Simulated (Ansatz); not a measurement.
Polymorphs of AgW, each relaxed with r²SCAN (plane waves, PAW; program Ansatz):

A: Cmcm, a = 2.7035 Å, b = 11.0399 Å, c = 4.4786 Å, α = β = γ = 90.00°

B: L1₀ or tetragonal B2 (P4/mmm), a = 2.6661 Å, b = 2.6661 Å, c = 4.5541 Å, α = 90.00°, β = 90.00°, γ = 90.00°

C: rock salt (Fm-3m), a = b = c = 5.302 Å, α = β = γ = 90.00°

D: Pmma, a = 4.601 Å, b = 2.717 Å, c = 5.226 Å, α = β = γ = 90.00°

Q: Rank these by energy per atom at 0 K (lowest first), as r²SCAN gives it.

A: D (+0 meV/atom), B (+25 meV/atom), A (+58 meV/atom), C (+1452 meV/atom)

Typed or built starts, not in the databases checked: A; B; C; D. Unstable at this level: C. All cells were relaxed under the symmetry of their starts (and spin orders); stability against distortions was not tested throughout. Rows with no word on spin ran without spin polarisation. Scalar-relativistic: spin–orbit coupling is off unless named, which matters more the heavier the elements.

Energies hold the estimated change up to a 700 eV cutoff; steps of a few meV lie near the error of the meshes.

Potentials: the earlier of the program's two PAW sets.
